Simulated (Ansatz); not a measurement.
Cr2B: pressure against volume

Cr2B, I4/mcm, a = 5.109 Å, c = 4.244 Å. The structure is a COD entry; whether it is the stable form wasn't checked. Ansatz: r2SCAN, PAW, 500 eV, Γ-centred 12×12×12 mesh on 6 atoms, Gaussian smearing 0.10 eV; no spin polarisation. Shape and atoms are relaxed at each volume; pressure is positive in compression.

| V (Å³/atom) | P (GPa) |
| --- | --- |
| 8.124 | ? |
| 8.401 | 35.75 |
| 8.678 | 21.96 |
| 8.955 | 10.13 |
| 9.232 | -0.01 |
| 9.508 | -8.69 |
| 9.785 | -16.13 |
| 10.155 | -24.38 |

Take V0 = 9.232 Å³/atom, count pressures from its P0 = -0.01 GPa, fit the third-order Birch–Murnaghan form to the other rows, and predict the missing pressure.

With the Eulerian strain f = ½[(V0/V)^(2/3) − 1] and y = (P − P0)/[3f(1 + 2f)^(5/2)], the form is the line y = B0 + 1.5 B0 (B0′ − 4) f. Rows (f, y): 0.03245, 313.9; 0.02106, 313.7; 0.01026, 313.1; -0.00972, 312.6; -0.01902, 311.3; -0.03078, 309.3. Means f = 0.0007083, y = 312.32; Σ(Δf)² = 0.003002, ΣΔfΔy = 0.1980; the slope is their ratio. y = 312.3 + 65.94 f GPa, so B0 = 312.3 GPa and B0′ = 4 + 2 × (65.94)/(3 × 312.3) = 4.14. At V = 8.124, f = 0.04449, y = 315.23 and P = 52.06 GPa. The run gave 51.86 GPa, so the fit is 0.20 GPa too high, a small miss on the scale of the series.